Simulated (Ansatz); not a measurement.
Au:
```
CELL_PARAMETERS angstrom
      0.00000     2.06197     2.06197
      2.06197     0.00000     2.06197
      2.06197     2.06197     0.00000
ATOMIC_POSITIONS crystal
  Au 0.00000 0.00000 0.00000
```

Relaxed with r²SCAN. Special points in fractions of this cell's reciprocal vectors: Γ (0.000, 0.000, 0.000); X (0.500, 0.000, 0.500); U (0.625, 0.250, 0.625); K (0.375, 0.375, 0.750); L (0.500, 0.500, 0.500); W (0.500, 0.250, 0.750).

**Question.** List the band energies nearest the Fermi level at these points for the program Ansatz at the r²SCAN with spin–orbit coupling level (PAW).

**Answer.** In eV from the Fermi level; about four levels below and three above (degenerate sets whole), none deeper than 8.9 eV; … stands for higher levels left out; points with the same levels are listed once.

```
k                    below                above
-  -----------------------  -------------------
Γ  -3.04 -3.04 -3.04 -3.04        15.21 15.21 …
X  -2.16 -2.16 -1.15 -1.15  1.08 1.08 5.87 5.87
U  -3.04 -3.04 -2.01 -2.01  3.92 3.92 4.78 4.78
L  -1.71 -1.71 -0.77 -0.77          3.14 3.14 …
W  -3.25 -3.25 -1.71 -1.71  4.83 4.83 5.80 5.80
```

Space group Fm-3m (fcc (Cu type)). The r²SCAN relaxation kept the symmetry of its start.

Potentials: the later of the program's two PAW sets.
